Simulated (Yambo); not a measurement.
SrHI: sweep of GW parameters

G0W0@PBEsol for SrHI (space group P4/nmm, No. 129) in Yambo. Reference settings: 2×2×1 Γ-centred k mesh, 460 bands and a 7 Ry block in the screening, 460 bands in G with the Bruneval-Gonze terminator, plasmon pole fitted at 27.2 eV. The PBEsol gap X → M on this mesh is 3.36 eV; G0W0 gaps are taken between the same points.

```json
[
 {"change from the reference": "reference settings", "G0W0 gap X → M (eV)": "4.87", "shift of the valence edge (eV)": "-0.99", "rough Yambo cost": "1"},
 {"change from the reference": "162 bands in W, 162 bands in G", "G0W0 gap X → M (eV)": "4.84", "shift of the valence edge (eV)": "-0.70", "rough Yambo cost": "about 1/2"},
 {"change from the reference": "290 bands in W, 290 bands in G", "G0W0 gap X → M (eV)": "4.86", "shift of the valence edge (eV)": "-0.89", "rough Yambo cost": "within a factor of two"},
 {"change from the reference": "162 bands in G", "G0W0 gap X → M (eV)": "4.87", "shift of the valence edge (eV)": "-0.91", "rough Yambo cost": "–"},
 {"change from the reference": "290 bands in G", "G0W0 gap X → M (eV)": "4.87", "shift of the valence edge (eV)": "-0.97", "rough Yambo cost": "–"},
 {"change from the reference": "204 bands in W", "G0W0 gap X → M (eV)": "4.85", "shift of the valence edge (eV)": "-0.83", "rough Yambo cost": "within a factor of two"},
 {"change from the reference": "1 Ry block", "G0W0 gap X → M (eV)": "4.66", "shift of the valence edge (eV)": "-0.47", "rough Yambo cost": "within a factor of two"},
 {"change from the reference": "3 Ry block", "G0W0 gap X → M (eV)": "4.58", "shift of the valence edge (eV)": "-0.69", "rough Yambo cost": "within a factor of two"},
 {"change from the reference": "6 Ry block", "G0W0 gap X → M (eV)": "4.82", "shift of the valence edge (eV)": "-0.93", "rough Yambo cost": "within a factor of two"},
 {"change from the reference": "pole fitted at 40 eV", "G0W0 gap X → M (eV)": "4.90", "shift of the valence edge (eV)": "-1.05", "rough Yambo cost": "–"},
 {"change from the reference": "no random integration", "G0W0 gap X → M (eV)": "4.81", "shift of the valence edge (eV)": "-0.76", "rough Yambo cost": "–"},
 {"change from the reference": "162 bands in G, no terminator", "G0W0 gap X → M (eV)": "4.81", "shift of the valence edge (eV)": "-0.52", "rough Yambo cost": "–"},
 {"change from the reference": "290 bands in G, no terminator", "G0W0 gap X → M (eV)": "4.85", "shift of the valence edge (eV)": "-0.79", "rough Yambo cost": "–"},
 {"change from the reference": "no terminator", "G0W0 gap X → M (eV)": "4.87", "shift of the valence edge (eV)": "-0.91", "rough Yambo cost": "–"}
]
```

The reference isn't shown to be the converged limit. Costs are rough (shared machines), scaled to the same edge states, and given only for runs that recompute the screening. The mesh misses a band edge: along a dense path the PBEsol gap is 2.80 eV against 3.36 eV on the mesh.

Spin-orbit coupling is included.

Geometry relaxed with PBE+D3(BJ); primitive cell a = b = 4.291 Å, c = 8.190 Å, α = β = γ = 90.00°.

A shift is the quasiparticle energy of the state minus its PBEsol energy.
